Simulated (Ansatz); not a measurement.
YIr:
```
CELL_PARAMETERS angstrom
      3.38544     0.00000     0.00000
      0.00000     3.38544     0.00000
      0.00000     0.00000     3.38544
ATOMIC_POSITIONS crystal
  Ir 0.00000 0.00000 0.00000
  Y  0.50000 0.50000 0.50000
```

Relaxed with PBEsol. Special points in fractions of this cell's reciprocal vectors: Γ (0.000, 0.000, 0.000); X (0.000, 0.500, 0.000); M (0.500, 0.500, 0.000); R (0.500, 0.500, 0.500).

**Question.** List the band energies nearest the Fermi level at these points for the program Ansatz at the PBEsol with spin–orbit coupling level (PAW).

**Answer.** In eV from the Fermi level; about four levels below and three above (degenerate sets whole), none deeper than 8.9 eV; points with the same levels are listed once.

```tsv
k	below	above
Γ	-1.81 -1.81 -1.81 -1.81 -1.17 -1.17	2.85 2.85 2.85 2.85
X	-1.63 -1.63 -0.95 -0.95	0.37 0.37 0.45 0.45
M	-2.67 -2.67 -0.25 -0.25	0.17 0.17 1.30 1.30
R	-0.10 -0.10 -0.10 -0.10	2.75 2.75 7.29 7.29 7.29 7.29
```

Space group Pm-3m (CsCl type). The workflow started from an entry of the Crystallography Open Database (COD). Whether it is the stable phase at ambient conditions was not checked. The cell was relaxed with PBEsol under the symmetry of its start; whether a distortion lowers the energy is not shown. No spin polarisation was allowed.

Potentials: the later of the program's two PAW sets.
